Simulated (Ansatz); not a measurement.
**Question.** Each is relaxed and computed with the program Ansatz at the r²SCAN level (PAW). Which is the only metal?
(A) Ba2YOsO6, I4/mmm (Pearson symbol tI20)
(B) TiNi4GeO8, F-43m (Pearson symbol cF56)
(C) YPO4, I4_1/amd (Y on 4a, P on 4b, O on 16h)
(D) YCo2Ge2, I4/mmm (Y on 2a, Co on 4d, Ge on 4e)

**Answer.** D, YCo2Ge2, I4/mmm (Y on 2a, Co on 4d, Ge on 4e). YCo2Ge2: metal; Ba2YOsO6: gap 0.72 eV (indirect); TiNi4GeO8: gap 2.07 eV (indirect); YPO4: gap 6.59 eV (indirect). Spin orders computed, not proven ground states: Ba2YOsO6, I4/mmm (Pearson symbol tI20) antiferromagnetic; TiNi4GeO8, F-43m (Pearson symbol cF56) ferromagnetic. Standing as an ambient phase not checked: YCo2Ge2, I4/mmm (Y on 2a, Co on 4d, Ge on 4e); Ba2YOsO6, I4/mmm (Pearson symbol tI20); TiNi4GeO8, F-43m (Pearson symbol cF56); YPO4, I4_1/amd (Y on 4a, P on 4b, O on 16h). All cells were relaxed under the symmetry of their starts (and spin orders); stability against distortions was not tested throughout. Cells of antiferromagnets are given as chemical subcells. Rows with no word on spin ran without spin polarisation. No Hubbard U is applied. Spin–orbit coupling is left out wherever it is not named.

Potentials: the later of the program's two PAW sets.
